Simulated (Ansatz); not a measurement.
Input:

HfB2 in space group P6/mmm (No. 191; Hf on 1a, B on 2d), a = 3.136 Å, b = 3.136 Å, c = 3.481 Å, α = 90.00°, β = 90.00°, γ = 120.00°.

This is the r²SCAN-relaxed structure.

### Question
All from plane-wave PAW r²SCAN (Ansatz code), unless another level is named. Estimate the electronic character.

### Answer
metallic (no gap).

### Question
Give the density of states at the Fermi level.

### Answer
0.08 states/eV per atom (mean over ±0.08 eV).

### Question
And the formation energy from the elements (no fitted shifts)?

### Answer
-1.07 eV/atom.

The cell was relaxed with r²SCAN under the symmetry of its start. The run is not spin-polarised. The references are the lowest solids computed at this level, not always the standard phases. Spin–orbit coupling is left out wherever it is not named.

Potentials: the later of the program's two PAW sets.
